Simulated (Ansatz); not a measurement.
SnPd:
```xyz
6
Lattice="5.7205 0.0000 0.0000 -2.8603 4.9541 0.0000 0.0000 0.0000 4.4766" Properties=species:S:1:pos:R:3 pbc="T T T"
Pd    -1.4301     2.4771     0.0000
Pd     2.8603     0.0000     0.0000
Pd     1.4301     2.4771     0.0000
Sn     2.8603     1.6514     2.2383
Sn     0.0000     3.3027     2.2383
Sn     0.0000     0.0000     0.0000
```

Relaxed with DFT-PBE in the program Ansatz with PAW potentials. Indices refer to the conventional cell of P6/mmm, a = 5.7205 Å, b = 5.7205 Å, c = 4.4766 Å, α = 90.00°, β = 90.00°, γ = 120.00°.

### Question
Simulate the powder diffraction pattern (Cu Kα, λ = 1.54184 Å; lines above 1 %) up to 2θ = 90°.

### Answer
Simulated powder pattern, Cu Kα, λ = 1.54184 Å (kinematic, ideal powder, no thermal factors, no anomalous dispersion; the 30 strongest lines at most, above 1 %, up to 2θ = 90°):

```json
[
 {"2θ (°)": "17.90", "d (Å)": "4.954", "I/Imax (%)": "17", "hkl": "(1 0 -1 0)"},
 {"2θ (°)": "19.83", "d (Å)": "4.477", "I/Imax (%)": "16", "hkl": "(0001)"},
 {"2θ (°)": "26.84", "d (Å)": "3.321", "I/Imax (%)": "17", "hkl": "(1 0 -1 1)"},
 {"2θ (°)": "31.27", "d (Å)": "2.860", "I/Imax (%)": "21", "hkl": "(1 1 -2 0)"},
 {"2θ (°)": "36.27", "d (Å)": "2.477", "I/Imax (%)": "25", "hkl": "(2 0 -2 0)"},
 {"2θ (°)": "37.31", "d (Å)": "2.410", "I/Imax (%)": "22", "hkl": "(1 1 -2 1)"},
 {"2θ (°)": "40.29", "d (Å)": "2.238", "I/Imax (%)": "27", "hkl": "(0002)"},
 {"2θ (°)": "41.67", "d (Å)": "2.167", "I/Imax (%)": "100", "hkl": "(2 0 -2 1)"},
 {"2θ (°)": "44.41", "d (Å)": "2.040", "I/Imax (%)": "3.1", "hkl": "(1 0 -1 2)"},
 {"2θ (°)": "48.62", "d (Å)": "1.872", "I/Imax (%)": "2.3", "hkl": "(2 1 -3 0)"},
 {"2θ (°)": "51.87", "d (Å)": "1.763", "I/Imax (%)": "10", "hkl": "(1 1 -2 2)"},
 {"2θ (°)": "53.01", "d (Å)": "1.727", "I/Imax (%)": "5.1", "hkl": "(2 1 -3 1)"},
 {"2θ (°)": "55.32", "d (Å)": "1.661", "I/Imax (%)": "14", "hkl": "(2 0 -2 2)"},
 {"2θ (°)": "55.66", "d (Å)": "1.651", "I/Imax (%)": "4.1", "hkl": "(3 0 -3 0)"},
 {"2θ (°)": "59.68", "d (Å)": "1.549", "I/Imax (%)": "5.4", "hkl": "(3 0 -3 1)"},
 {"2θ (°)": "64.93", "d (Å)": "1.436", "I/Imax (%)": "1.9", "hkl": "(2 1 -3 2)"},
 {"2θ (°)": "65.24", "d (Å)": "1.430", "I/Imax (%)": "18", "hkl": "(2 2 -4 0)"},
 {"2θ (°)": "65.31", "d (Å)": "1.429", "I/Imax (%)": "1.4", "hkl": "(1 0 -1 3)"},
 {"2θ (°)": "68.93", "d (Å)": "1.362", "I/Imax (%)": "2.8", "hkl": "(2 2 -4 1)"},
 {"2θ (°)": "70.92", "d (Å)": "1.329", "I/Imax (%)": "3.9", "hkl": "(3 0 -3 2)"},
 {"2θ (°)": "71.28", "d (Å)": "1.323", "I/Imax (%)": "3.1", "hkl": "(1 1 -2 3)"},
 {"2θ (°)": "71.87", "d (Å)": "1.314", "I/Imax (%)": "2.1", "hkl": "(3 1 -4 1)"},
 {"2θ (°)": "74.19", "d (Å)": "1.278", "I/Imax (%)": "17", "hkl": "(2 0 -2 3)"},
 {"2θ (°)": "76.99", "d (Å)": "1.239", "I/Imax (%)": "2.5", "hkl": "(4 0 -4 0)"},
 {"2θ (°)": "79.54", "d (Å)": "1.205", "I/Imax (%)": "21", "hkl": "(2 2 -4 2)"},
 {"2θ (°)": "80.46", "d (Å)": "1.194", "I/Imax (%)": "14", "hkl": "(4 0 -4 1)"},
 {"2θ (°)": "82.69", "d (Å)": "1.167", "I/Imax (%)": "1.4", "hkl": "(2 1 -3 3)"},
 {"2θ (°)": "87.08", "d (Å)": "1.119", "I/Imax (%)": "2.8", "hkl": "(0004)"},
 {"2θ (°)": "88.26", "d (Å)": "1.107", "I/Imax (%)": "1.8", "hkl": "(3 0 -3 3)"},
 {"2θ (°)": "88.82", "d (Å)": "1.102", "I/Imax (%)": "1.2", "hkl": "(3 2 -5 1)"}
]
```

The start of the workflow was typed in or built on a structure type; neither database checked (COD, Materials Project) lists it. COD files the formula under space group No. 62, 194. Its standing as an ambient phase is unchecked. The PBE relaxation kept the symmetry of its start; its stability against distortions is not shown here. No spin polarisation was allowed. Axis ratios of metals converge slowly with the k-mesh, so a and c are less sure than the volume. Scalar-relativistic: spin–orbit coupling is off unless named, which matters more the heavier the elements.

Potentials: the earlier of the program's two PAW sets.
